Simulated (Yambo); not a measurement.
A G0W0@PBEsol run in Yambo for RbCl (CsCl type, space group Pm-3m, No. 221) (4×4×4 Γ-centred k mesh, 134 bands and a 10 Ry block in the screening, 134 bands in G with the Bruneval-Gonze terminator, plasmon pole fitted at 27.2 eV) gives these matrix elements, in eV, at the band edges (M → Γ):

```
state               E0    <Vxc>     <Σx>  <Σc(E0)>      Z
---------------  -----  -------  -------  --------  -----
valence edge     0.000  -14.170  -18.675     1.924  0.811
conduction edge  4.941   -8.274   -3.991    -3.335  0.867
```

Problem. Solve the linearised quasiparticle equation for both states, give the gap, and say how exchange and correlation each act on it.

Solution. E = E0 + Z(Σx + Σc − Vxc). Valence: 0.000 + 0.811 × (-18.675 + (1.924) − (-14.170)) = -2.09 eV. Conduction: 4.941 + 0.867 × (-3.991 + (-3.335) − (-8.274)) = 5.76 eV. The gap is 7.86 eV, against 4.94 eV in PBEsol. Replacing Vxc by bare exchange alone would open it by 8.79 eV; correlation takes back 5.26 eV of that, and Z scales what is left. Nearest settings tried, and what they do to the gap: 81 bands in W, 81 bands in G: -42 meV; 4 Ry block (81 vectors against 251): -220 meV. Not varied: mesh. So the settings aren't converged at that level. 

Geometry relaxed with PBEsol; primitive cell a = b = c = 3.8861 Å, α = β = γ = 90.00°.

This is not the ordinary phase of the substance.
